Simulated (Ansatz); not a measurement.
Consider the following.

Ga3Ir:
```
CELL_PARAMETERS angstrom
      6.51724     0.00000     0.00000
      0.00000     6.51724     0.00000
      0.00000     0.00000     6.61363
ATOMIC_POSITIONS crystal
  Ga 0.00000 0.50000 0.50000
  Ga 0.00000 0.50000 0.00000
  Ga 0.50000 0.00000 0.00000
  Ga 0.50000 0.00000 0.50000
  Ga 0.36227 0.63773 0.25875
  Ga 0.63773 0.36227 0.74125
  Ga 0.86227 0.86227 0.75875
  Ga 0.13773 0.13773 0.24125
  Ga 0.63773 0.36227 0.25875
  Ga 0.36227 0.63773 0.74125
  Ga 0.13773 0.13773 0.75875
  Ga 0.86227 0.86227 0.24125
  Ir 0.16016 0.83984 0.50000
  Ir 0.83984 0.16016 0.50000
  Ir 0.66016 0.66016 0.00000
  Ir 0.33984 0.33984 0.00000
```

This is the r²SCAN-relaxed structure. Cartesian axes are those of the cell as given.

**Question.** All from DFT-r²SCAN in the program Ansatz with PAW potentials, unless another level is named. Predict the electron effective mass, band 1 of 2 at the edge.

**Answer.** 0.54 along x, 0.36 along z (mₑ).

**Question.** Next, the formation energy from the elements (no fitted shifts)?

**Answer.** -375 meV/atom.

**Question.** Predict the HSE06 gap on the r²SCAN cell.

**Answer.** 0.22 eV.

Space group P4_2/mnm. The first step of the workflow began from a Materials Project structure, measured or hypothetical; the Crystallography Open Database copy checked does not list it. Whether it is the stable phase at ambient conditions was not checked. The cell was relaxed with r²SCAN under the symmetry of its start; whether a distortion lowers the energy is not shown. No spin polarisation was allowed. The references are the lowest solids computed at this level, not always the standard phases. Scalar-relativistic: spin–orbit coupling is off unless named, which matters more the heavier the elements.

Potentials: the later of the program's two PAW sets.
